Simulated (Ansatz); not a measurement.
KF:
```
CELL_PARAMETERS angstrom
      0.00000     2.65943     2.65943
      2.65943     0.00000     2.65943
      2.65943     2.65943     0.00000
ATOMIC_POSITIONS crystal
  K  0.00000 0.00000 0.00000
  F  0.50000 0.50000 0.50000
```

Relaxed with r²SCAN.

Q: Give the Bader charges and basin volumes of the independent atoms, r²SCAN (plane waves, PAW; program Ansatz).

A: 

```json
[
 {"atom": "K1", "Bader charge (e)": "+0.87", "Bader volume (Å³)": "19.5"},
 {"atom": "F2", "Bader charge (e)": "-0.87", "Bader volume (Å³)": "18.1"}
]
```

Space group Fm-3m (rock salt). The r²SCAN relaxation kept the symmetry of its start.

Potentials: the earlier of the program's two PAW sets. The files were generated under PBE; for other functionals the program regenerates the frozen cores, and for LDA and PBEsol the local potential too.
